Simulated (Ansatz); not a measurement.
SiBMo:
```
SiBMo
1.0
    1.56646    -6.65107     0.00000
    1.56646     6.65107     0.00000
    0.00000     0.00000     3.14551
Si B Mo
2 2 2
Direct
  0.70214   0.29786   0.25000
  0.29786   0.70214   0.75000
  0.46753   0.53247   0.75000
  0.53247   0.46753   0.25000
  0.10262   0.89738   0.75000
  0.89738   0.10262   0.25000
```

Relaxed with r²SCAN.

**Question.** Map the electron localisation function on the plane through (0.702, 0.298, 0.250) spanned by u = [1, 1, 0] and v = [1, -1, 0] in lattice vectors, from the program Ansatz at the r²SCAN level (PAW).

**Answer.** x is the fraction of u, y of v (the angle between them is 90°; rows are the nearest grid lines); atoms in the plane: Si at (0.00, 0.00), Si at (0.50, 0.50), B at (0.00, 0.83), B at (0.50, 0.33), Mo at (0.00, 0.20), Mo at (0.50, 0.70).
```
|85346754345764358|
|55688765456788655|
|88877654445677888|
|67898754445789876|
|00268764446786200|
|77764322222346777|
|65432467876423456|
|32126996469962123|
|54323689998632345|
|34445544444554443|
|12356899999865321|
|12356544444565321|
|45688643334688654|
|44567788888776544|
|44567888888876544|
|44688741014788644|
|22468863236886422|
|87642345654324678|
|99985213331258999|
|78996223432269987|
|33322345554322333|
|99986532123568999|
|88887521112578888|
|85346754345764358|
```
Scale: ten equal steps from 0.001 (start of '0') to 0.729 (end of '9'), in the order '0123456789'; x runs from 0.000 to 1.00, y from 0.000 (bottom) to 1.00 (top).

The density is the valence pseudo-density with augmentation charge, so density and ELF within about 1 Å of a nucleus are not all-electron values.

Space group Cmcm. The start of the workflow was typed in or built on a structure type; neither database checked (COD, Materials Project) lists it. Its standing as an ambient phase is unchecked. The r²SCAN relaxation kept the symmetry of its start; whether a distortion lowers the energy is not shown. The run is not spin-polarised.

Potentials: the earlier of the program's two PAW sets. The files were generated under PBE; for other functionals the program regenerates the frozen cores, and for LDA and PBEsol the local potential too.
